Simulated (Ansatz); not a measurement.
Input:

Rh (fcc, Cu type)

```
CELL_PARAMETERS angstrom
      3.80000     0.00000     0.00000
      0.00000     3.80000     0.00000
      0.00000     0.00000     3.80000
ATOMIC_POSITIONS crystal
  Rh 0.00000 0.00000 0.00000
  Rh 0.50000 0.50000 0.00000
  Rh 0.50000 0.00000 0.50000
  Rh 0.00000 0.50000 0.50000
```

Scan: atom 1 (Rh, nearest neighbour Rh at 2.687 Å; its periodic images, 3.8 Å or more away, move with it) is displaced along Cartesian x, direction (1.000, 0.000, 0.000) in Cartesian axes, by s. The other atoms stay.

All values below come from r2SCAN (plane waves to 500 eV, PAW, scalar-relativistic; Ansatz, a program for electronic structure). k mesh 10×10×10 (Γ-centred), Fermi-Dirac smearing 0.05 eV. Energies are smeared free energies. With partly filled bands, energies and forces of such displacements shift with the k mesh and the smearing. Rh is run without spin polarisation. Rh was relaxed with its symmetry unable to fall. The zero of ΔE is the undisplaced structure.

The scan covers s from -0.270 to 0.270 Å in 11 points.

Problem. Is the energy the same for equal positive and negative displacements?

Solution. Even: the same for both signs. With its periodic images moving along, the atom's site symmetry in this cell is m-3m.

Problem. What is the force constant k = d²E/ds² of this move at s = 0?

Solution. 11.6 eV/Å².

(A displaced cell: forces are minus the slopes of the energy, force constants its curvatures, and phonons follow from these.)
